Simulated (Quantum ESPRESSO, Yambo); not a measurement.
Li3BrO (anti-perovskite, space group Pm-3m, No. 221): one geometry, one set of norm-conserving PBEsol (Quantum ESPRESSO, 84 Ry, with spin-orbit coupling) orbitals, self-energies from Yambo (4×4×4 Γ-centred k mesh, bands 7 to 174 and a 7 Ry block in the screening, 174 bands in G with the Bruneval-Gonze terminator, plasmon pole fitted at 27.2 eV).

```tsv
level	gap M → M (eV)
PBEsol (Quantum ESPRESSO)	4.29
exchange only (Hartree-Fock self-energy on PBEsol orbitals)	[?]
static COHSEX@PBEsol	[?]
G0W0@PBEsol, plasmon pole	6.33
G0W0@PBEsol, multipole fit to 8 frequencies, no terminator	6.21
G0W0@PBEsol, plasmon pole, no terminator	6.20
```

Q: Some entries are withheld; supply them.

A: 
- exchange only (Hartree-Fock self-energy on PBEsol orbitals), gap M → M (eV): 13.89
- static COHSEX@PBEsol, gap M → M (eV): 7.39

Bare exchange has no screening and gives the widest gap; static COHSEX screens it but leaves out the frequency dependence, which G0W0 restores.

Nearest settings tried, and what they do to the gap: 112 bands in W, 112 bands in G: +7 meV; 6 Ry block (123 vectors against 147): -28 meV; 2×2×2 mesh: -215 meV. So the settings aren't converged at that level.

Geometry of the Materials Project entry, not relaxed at this level; primitive cell a = 3.9486 Å, b = 3.9486 Å, c = 3.9486 Å, α = 90.00°, β = 90.00°, γ = 90.00°.
